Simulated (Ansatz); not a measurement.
The calculation used Ansatz 0.2.0, DFT PBE, scalar-relativistic, plane waves, PAW. All cells share a 420 eV cutoff and Γ-centred k meshes spaced at most about 0.3 Å⁻¹ (about 0.25 or finer for metals, 2π included). No spin polarisation in the final relaxations.

Temperature and zero-point effects are left out.

Compare these two cells of Si4Sn, each relaxed at this level.

A. Space group Fd-3m (No. 227), cubic, a = 9.471 Å. Si has 3 Si at 2.42 Å and 1 Sn at 2.62 Å; around Sn lie 4 Si at 2.62 Å.

B. Space group Cmmm (No. 65), orthorhombic, a = 7.645 Å, b = 8.219 Å, c = 3.294 Å. Around Si on a site of symmetry m2m lie 5 Si at 2.53–2.58 Å, 1 Sn at 2.82 Å and 2 Si at 3.29 Å; Si on a site of symmetry 2mm is surrounded by 4 Si at 2.53 Å, 1 Si at 2.83 Å, 2 Sn at 2.92 Å and 2 Si at 3.29 Å; around Sn lie 6 Si at 2.82–2.92 Å and 2 Sn at 3.29 Å.

Question: Which would you expect to be lower, and how large is the difference?

Answer: B is lower, by 205 meV/atom. A has space group Fd-3m (No. 227), 21.2 Å³/atom and no gap on its mesh; B has space group Cmmm (No. 65), 20.7 Å³/atom and no gap. Counting Si atoms around Sn (those within 1.25 times the shortest such distance or 1.15 times the sum of covalent radii), A has Sn 4 and B has Sn 6. Even the lower one lies +0.47 eV/atom against the reference forms of the elements (uncorrected), so neither is stable at this level. Both come from invented guesses. A third cell relaxed alike, in R-3m, lies 279 meV/atom below the lower of the two.

Cells relaxed within their symmetry can be saddle points.
